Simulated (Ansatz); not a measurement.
GaSb in space group P-6m2 (No. 187; Ga on 1a, Sb on 1f), DFT-PBE in the program Ansatz with PAW potentials, all energies at zero smearing, with the estimated change up to a 700 eV cutoff added, with one set of potentials and settings (totals compare only within such a set). Cell of 2 atoms (1 Ga, 1 Sb): -10267.324 eV.

```
element            reference phase  E (eV/atom)
-------  -------------------------  -----------
Ga       Cmce, 4 atoms in the cell   -3783.0209
Sb       R-3m, 2 atoms in the cell   -6484.4916
```

Formation energy per atom, worked out: (-10267.324 − 1×(-3783.0209) − 1×(-6484.4916))/2 = 0.094 eV/atom (9 kJ per mol of atoms), at 0 K, without zero-point energy or fitted corrections.

The cell is a constructed one: a structure type filled with these elements; neither database checked (COD, Materials Project) lists it. It is not the phase usual at ambient conditions (space group No. 216). The PBE relaxation kept the symmetry of its start; whether a distortion lowers the energy is not shown. The references are the lowest solids computed at this level, not always the standard phases. Spin–orbit coupling is left out wherever it is not named.

Potentials: the later of the program's two PAW sets.
